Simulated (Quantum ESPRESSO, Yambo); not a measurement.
**Levels of theory for the gap of CsBH4**

CsBH₄ (space group F-43m, No. 216): one geometry, one set of PBEsol (pw.x of Quantum ESPRESSO, ONCV potentials, scalar-relativistic) orbitals, self-energies from Yambo (4×4×4 Γ-centred k mesh, 170 bands and a 8 Ry block in the screening, 170 bands in G with the Bruneval-Gonze terminator, plasmon pole fitted at 27.2 eV).

The geometry is that of Materials Project entry mp-1225884, symmetrised and not relaxed again.

| level | gap W → X (eV) | direct gap at X (eV) | rough Yambo cost |
|---|---|---|---|
| PBEsol (Quantum ESPRESSO) | 5.56 | 5.56 | – |
| exchange only (Hartree-Fock self-energy on PBEsol orbitals) | 13.49 | 13.51 | about 1/20 (8 states) |
| static COHSEX@PBEsol | 10.08 | 10.09 | within a factor of two (3 states) |
| G0W0@PBEsol, plasmon pole | 8.52 | 8.52 | 1 (8 states) |

Bare exchange has no screening and gives the widest gap; static COHSEX screens it but leaves out the frequency dependence, which G0W0 restores.

Costs are rough ratios of core time on shared machines.

Nearest settings tried, and what they do to the gap: 105 bands in G: -1 meV; 105 bands in W, 105 bands in G: -35 meV; 1 Ry block (27 vectors against 283): -477 meV. Not varied: mesh. So the settings aren't converged at that level.

The structure is a Materials Project entry; no match was found in the copy of COD used, and its stability was not checked.
